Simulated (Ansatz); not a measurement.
# Does this entry for ZnHOF lie near equilibrium?

The cell is a COD entry, atoms as given.

```cif
data_ZnHOF
_symmetry_space_group_name_H-M 'Pnma'
_symmetry_Int_Tables_number 62
_cell_length_a 10.2280
_cell_length_b 3.1125
_cell_length_c 4.7165
_cell_angle_alpha 90.000
_cell_angle_beta 90.000
_cell_angle_gamma 90.000
loop_
_atom_site_label
_atom_site_type_symbol
_atom_site_symmetry_multiplicity
_atom_site_Wyckoff_symbol
_atom_site_fract_x
_atom_site_fract_y
_atom_site_fract_z
Zn Zn 4 c 0.1382 0.7500 0.5313
H H 4 c 0.9394 0.7500 0.9029
O O 4 c 0.4490 0.7500 0.7870
F F 4 c 0.2040 0.2500 0.7740
```

One atom of each set is listed.

Method: Kohn–Sham DFT in Ansatz, PBE, plane waves and PAW, scalar-relativistic, 420 eV cutoff, Γ-centred 2×7×5 k-points, Fermi–Dirac smearing 0.02 eV.

**Question.** Do the atoms and the cell lie near the calculated equilibrium?

**Answer.** No. The largest force is 4.6 eV/Å, on atom 9 (O: 1 H at 0.90 Å, 3 Zn at 2.12–2.13 Å), and the pressure is 9.8 GPa, with principal stresses up to 20 GPa in size. Bonds to hydrogen as short as 0.90 Å are the usual result of locating hydrogen with X-rays, and they can account for much of this: hydrogen has to be relaxed before the gradients can be taken for those of the compound.
